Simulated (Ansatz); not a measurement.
PbFCl-type BiBrO

Computed with Ansatz (plane waves, PAW, 420 eV cutoff): PBEsol, scalar-relativistic, no spin polarisation, Γ-centred 8×8×4 mesh; PAW files: Ansatz's generated set soft_2.

```xyz
6
Lattice="3.9061 0.0000 0.0000 0.0000 3.9061 0.0000 0.0000 0.0000 8.2895" Properties=species:S:1:pos:R:3 pbc="T T T"
Bi    1.9531    0.0000    1.2535
Bi    0.0000    1.9531    7.0360
O     0.0000    0.0000    0.0000
O     1.9531    1.9531    0.0000
Br    1.9531    0.0000    5.4917
Br    0.0000    1.9531    2.7978
```

The start was a prototype's sites filled with these elements; the Crystallography Open Database holds the compound in this structure.

(1) What is the high-frequency dielectric tensor ε∞ (density-functional perturbation theory, local fields included)?

(2) What is the static dielectric tensor, the lattice's part included?

(3) List the optical modes at the zone centre without the LO–TO term, with degeneracy and infrared intensity.

(4) Where do the optical modes lie for q → 0 along (0.00, 1.00, 0.00), with the long-range field?

Answers:

(1) 
```
7.31 0.00 0.00
0.00 7.31 0.00
0.00 0.00 5.14
```

(2) 
```
52.54  0.00  0.00
 0.00 52.54  0.00
 0.00  0.00  8.72
```

(3) 
```json
{"ω (cm⁻¹)": "65", "degeneracy": "2", "IR intensity ((D/Å)²/u)": "18.81"}
{"ω (cm⁻¹)": "69", "degeneracy": "2", "IR intensity ((D/Å)²/u)": "0.00"}
{"ω (cm⁻¹)": "82", "degeneracy": "2", "IR intensity ((D/Å)²/u)": "0.00"}
{"ω (cm⁻¹)": "103", "degeneracy": "1", "IR intensity ((D/Å)²/u)": "1.58"}
{"ω (cm⁻¹)": "105", "degeneracy": "1", "IR intensity ((D/Å)²/u)": "0.00"}
{"ω (cm⁻¹)": "161", "degeneracy": "1", "IR intensity ((D/Å)²/u)": "0.00"}
{"ω (cm⁻¹)": "276", "degeneracy": "2", "IR intensity ((D/Å)²/u)": "71.51"}
{"ω (cm⁻¹)": "377", "degeneracy": "1", "IR intensity ((D/Å)²/u)": "0.00"}
{"ω (cm⁻¹)": "428", "degeneracy": "2", "IR intensity ((D/Å)²/u)": "0.00"}
{"ω (cm⁻¹)": "461", "degeneracy": "1", "IR intensity ((D/Å)²/u)": "13.53"}
```

(4) 65, 69 (×2), 82 (×2), 103, 105, 117, 161, 276, 377, 413, 428 (×2), 461 cm⁻¹.

The principal values of ε∞, 5.14, 7.31, give refractive indices of 2.27, 2.70 below the gap, so the crystal is birefringent.

Semilocal functionals make the gap too small and so ε∞ somewhat too large. Scalar-relativistic only: spin–orbit splittings of the heavy atoms' levels are missing. The structure is layered, and this functional has no dispersion term, so the layers' spacing is poorly fixed, often too long, and so is what hangs on it.
